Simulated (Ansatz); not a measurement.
SiNF:
```cif
data_FNSi
_chemical_formula_sum 'Si1 N1 F1'
_space_group_name_H-M_alt 'P 1'
_space_group_IT_number 1
_cell_length_a 2.89444
_cell_length_b 2.89444
_cell_length_c 4.67119
_cell_angle_alpha 90.000
_cell_angle_beta 90.000
_cell_angle_gamma 120.000
loop_
_space_group_symop_operation_xyz
  'x, y, z'
loop_
_atom_site_label
_atom_site_type_symbol
_atom_site_fract_x
_atom_site_fract_y
_atom_site_fract_z
_atom_site_occupancy
Si1 Si 0.00000 0.00000 0.36731 1
N1 N 0.66667 0.33333 0.27437 1
F1 F 0.00000 0.00000 0.70998 1
```

This is the r²SCAN+D4-relaxed structure.

All from the program Ansatz at the r²SCAN+D4 level (PAW), unless another level is named. Predict the HSE06 gap on the r²SCAN+D4 cell.

6.56 eV.

Next, the smallest direct gap on the standard path?

5.97 eV.

What about the band gap?

5.62 eV (indirect).

Predict the valence-band maximum.

at H.

Space group P3m1. The start of the workflow was typed in or built on a structure type; neither database checked (COD, Materials Project) lists it. Its standing as an ambient phase is unchecked. The r²SCAN+D4 relaxation kept the symmetry of its start; whether a distortion lowers the energy is not shown. The volume moved by -27 % from the start of the relaxation.

Potentials: the earlier of the program's two PAW sets.
